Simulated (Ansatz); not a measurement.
CdSe:
```yaml
crystal:
  lattice:
    - [4.34018, 0.00000, 0.00000]
    - [-2.17009, 3.75870, 0.00000]
    - [0.00000, 0.00000, 7.07772]
  atoms:
    - { symbol: Cd, position: [0.66667, 0.33333, 0.00056] }
    - { symbol: Cd, position: [0.33333, 0.66667, 0.50056] }
    - { symbol: Se, position: [0.66667, 0.33333, 0.62464] }
    - { symbol: Se, position: [0.33333, 0.66667, 0.12464] }
```

The program Ansatz at the r²SCAN level (PAW) gives a gap of 1.10 eV without spin–orbit coupling, maximum at Γ, minimum at Γ.

Problem. What happens when spin–orbit coupling is switched on?

Solution. The gap decreases by 0.11 eV, to 0.99 eV; maximum at Γ, minimum at Γ.

Problem. Give the electron effective mass with spin–orbit coupling.

Solution. 0.091, 0.098, 0.098 mₑ (principal values).

Problem. Give the hole effective mass with spin–orbit coupling.

Solution. 0.18, 0.18, 1.5 mₑ (principal values).

Space group P6_3mc (wurtzite). The cell was relaxed with r²SCAN under the symmetry of its start; of distortions, only those at the zone centre were tested.

Potentials: the later of the program's two PAW sets.
